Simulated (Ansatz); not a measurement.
Ge:
```xyz
2
Lattice="-2.5731 2.5731 1.4097 2.5731 -2.5731 1.4097 2.5731 2.5731 -1.4097" Properties=species:S:1:pos:R:3 pbc="T T T"
Ge     0.0000     0.0000     1.4097
Ge     2.5731     0.0000     0.7048
```

Relaxed with r²SCAN. Special points in fractions of this cell's reciprocal vectors: Γ (0.000, 0.000, 0.000); X (0.000, 0.000, 0.500); M (-0.500, 0.500, 0.500); Z (0.325, 0.325, -0.325); Z0 (-0.325, 0.675, 0.325); P (0.250, 0.250, 0.250); N (0.000, 0.500, 0.000).

Problem. List the band energies nearest the Fermi level at these points for r²SCAN (plane waves, PAW; program Ansatz).

Solution. In eV from the Fermi level; about four levels below and three above (degenerate sets whole), none deeper than 8.9 eV; points with the same levels are listed once.

```
k                    below                  above
-  -----------------------  ---------------------
Γ        -4.07 -2.51 -2.51         3.76 7.98 7.98
X                        –    0.59 0.59 2.22 2.22
M              -6.14 -6.14  6.24 6.24 11.64 11.64
Z  -6.76 -3.96 -3.83 -3.83         4.07 7.01 7.01
P  -7.24 -7.24 -4.56 -4.56    4.34 4.34 5.17 5.17
N  -6.71 -2.69 -2.17 -1.56         2.76 3.73 5.79
```

Space group I4_1/amd (β-Sn type). This is a known high-pressure phase of the composition, computed here at zero pressure and temperature. The r²SCAN relaxation kept the symmetry of its start; of distortions, only those at the zone centre were tested. Spin–orbit coupling is left out wherever it is not named.

Potentials: the later of the program's two PAW sets.
